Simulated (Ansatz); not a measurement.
Data:

SnO:
Space group F-43m (No. 216); a = b = c = 5.377 Å, α = β = γ = 90.00°

| atom | site | symmetry | x | y | z |
|---|---|---|---|---|---|
| O | 4d | -43m | 0.7500 | 0.7500 | 0.7500 |
| Sn | 4a | -43m | 0.0000 | 0.0000 | 0.0000 |
(The calculation used a cell of 2 atoms; values per cell refer to that cell.)

This is the PBEsol-relaxed structure.

### Question
All from PBEsol (plane waves, PAW; program Ansatz), unless another level is named. Predict the electronic character.

### Answer
metallic (no gap).

### Question
Predict the density of states at the Fermi level.

### Answer
0.24 states/eV per atom (mean over ±0.08 eV).

### Question
Give the formation energy from the elements (no fitted shifts).

### Answer
-0.79 eV/atom.

### Question
Next, the gap with spin–orbit coupling?

### Answer
none (metallic).

The start of the workflow was typed in or built on a structure type; neither database checked (COD, Materials Project) lists it. It is not the phase usual at ambient conditions (space group No. 129). The cell was relaxed with PBEsol under the symmetry of its start. At this level the phase is mechanically unstable. The volume moved by 16 % from the start of the relaxation. The references are the lowest solids computed at this level, not always the standard phases (solids in place of the gases). Scalar-relativistic: spin–orbit coupling is off unless named, which matters more the heavier the elements.

Potentials: the later of the program's two PAW sets.
